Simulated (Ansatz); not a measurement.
Data:

C:
```
C
1.0
    3.55662     0.00000     0.00000
   -1.77831     3.08012     0.00000
    0.00000     0.00000     3.35744
C
6
Direct
  0.23240   0.46480   0.25000
  0.53520   0.76760   0.58333
  0.23240   0.76760   0.91667
  0.76760   0.53520   0.75000
  0.46480   0.23240   0.08333
  0.76760   0.23240   0.41667
```

This is the PBEsol-relaxed structure.

All from PBEsol (plane waves, PAW; program Ansatz), unless another level is named. Estimate the smallest direct gap on the standard path.

4.83 eV.

What about the HSE06 gap on the PBEsol cell?

5.38 eV.

And the conduction-band minimum?

on the Γ–A line, 39 % of the way from Γ (2 equivalent valleys).

Space group P6_122. The start of the workflow was typed in or built on a structure type; neither database checked (COD, Materials Project) lists it. It is not the phase usual at ambient conditions (space group No. 194, 227). Symmetry was held in the PBEsol relaxation; whether a distortion lowers the energy is not shown.

Potentials: the later of the program's two PAW sets.
